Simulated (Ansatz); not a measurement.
# Frozen-phonon scan for Al (fcc, Cu type)

Starting cell, Al (fcc, Cu type):

```
CELL_PARAMETERS angstrom
      0.00000     4.04047     4.04047
      2.02024     0.00000     2.02024
      2.02024     2.02024     0.00000
ATOMIC_POSITIONS crystal
  Al 0.00000 0.00000 0.00000
  Al 0.50000 0.00000 0.00000
```

The atoms are displaced by Q × the pattern below (from a DFPT mode at L = (0.5, 0.0, 0.0), largest move 1; Q in Å), at fixed cell. (q is in reciprocal vectors of the primitive cell; the cell shown is doubled to hold the pattern.)

```
atom       x       y       z
----  ------  ------  ------
Al1    0.577  -0.577  -0.577
Al2   -0.577   0.577   0.577
```

Method: PBE (plane waves to 420 eV, PAW, scalar-relativistic; Ansatz, a first-principles code). k mesh 10×20×20 (Γ-centred), Fermi-Dirac smearing 0.05 eV. E stands for the smeared free energy. Stress and pressure are positive under compression. With partly filled bands, energies and forces of such displacements shift with the k mesh and the smearing. Al was relaxed with its symmetry unable to fall. ΔE is measured from the undisplaced structure.

| Q (Å) | ΔE (meV/cell) | P (GPa) | −dE/dQ from forces (eV/Å) |
|---|---|---|---|
| -0.100 | 103 | 1.6 | 2.100 |
| -0.083 | 71 | 1.1 | 1.730 |
| -0.067 | 46 | 0.7 | 1.375 |
| -0.050 | 26 | 0.4 | 1.027 |
| -0.033 | 11 | 0.2 | 0.683 |
| -0.017 | 3 | 0.0 | 0.341 |
| 0.000 | 0 | 0.0 | 0.000 |
| 0.017 | 3 | 0.0 | -0.341 |
| 0.033 | 11 | 0.2 | -0.683 |
| 0.050 | 26 | 0.4 | -1.027 |
| 0.067 | 46 | 0.7 | -1.375 |
| 0.083 | 71 | 1.1 | -1.730 |
| 0.100 | 103 | 1.6 | -2.100 |

Derived quantities:

```
Property                                                                                                              Value
-----------------------------------------------------------  --------------------------------------------------------------
Energy at Q = 0.100 Å                                                                                          103 meV/cell
Space group of the distorted cell                                                        R-3m (No. 166), lowered from Fm-3m
Symmetry of the curve                                                                         even: the same for both signs
Shape of the curve                                           a single well with its minimum at or next to zero displacement
Harmonic wavenumber from the curvature (finite differences)                                                        321 cm⁻¹
```

(For displaced atoms, the force is minus the slope of the energy, and its curvature is a force constant, which sets phonon frequencies.)
